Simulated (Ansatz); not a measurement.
**Si (dhcp): energy against volume**

Theory: Ansatz 0.2.0, DFT, r2SCAN, plane waves (500 eV) with PAW, scalar-relativistic. (PAW data from PBE, frozen cores regenerated.)

The cell is scaled uniformly from the relaxed one, with fractional coordinates and shape fixed. Energies are extrapolated to zero smearing, pressures are those at the given smearing. Magnetic state: spin not included.

A Birch-Murnaghan fit gives V₀ = 13.73 Å³/atom, B₀ = 89 GPa, B₀′ = 5.1.

(1) What are the energy above the minimum and the pressure at 12.119 Å³/atom?

(2) What are the energy above the minimum and the pressure at 14.323 Å³/atom?

(3) What are the energy above the minimum and the pressure at 14.874 Å³/atom?

## Answers

(1) 67.5 meV/atom and 15.28 GPa as computed.

(2) 6.5 meV/atom and -3.26 GPa as computed.

(3) 22.3 meV/atom and -5.71 GPa as computed.
